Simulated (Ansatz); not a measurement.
# Kick test of a cell of Zr3S2

It was reached by relaxing an invented guess, and it needn't be the stable form of this composition.

Theory: Ansatz 0.2.0, DFT PBE, scalar-relativistic, plane waves, PAW. Plane waves to 420 eV, a k mesh through Γ of 6×6×10 on the computed 10-atom cell and Gaussian smearing (0.10 eV); no spin polarisation.

The cell below (10 atoms, space group P4/mbm (No. 127)) is relaxed within its symmetry.

```
CELL_PARAMETERS angstrom
7.15263 0.00000 0.00000
0.00000 7.15263 0.00000
0.00000 0.00000 3.47017
ATOMIC_POSITIONS crystal
Zr 0.34233 0.15767 0.50000
Zr 0.65767 0.84233 0.50000
Zr 0.84233 0.34233 0.50000
Zr 0.15767 0.65767 0.50000
Zr 0.00000 0.00000 0.00000
Zr 0.50000 0.50000 0.00000
S 0.14855 0.35145 0.00000
S 0.85145 0.64855 0.00000
S 0.35145 0.85145 0.00000
S 0.64855 0.14855 0.00000
```

For the test it was strained at random (σ = 1.5 % a component), the atoms were moved at random (σ = 0.10 Å), and all was relaxed again on a coarse 6×4×4 mesh (in the run’s order of axes) with 0.20 eV smearing, with no symmetry imposed.

Problem. What happens?

Solution. It returns, within 1 meV/atom of the unmoved cell on that mesh and with the same symmetry when read at 0.1 Å (Pbam at 0.01 Å, so small strains and shifts remain). So it is stable against the distortions that fit this cell and that this random move excites. Modes that don't fit the cell aren't tested.
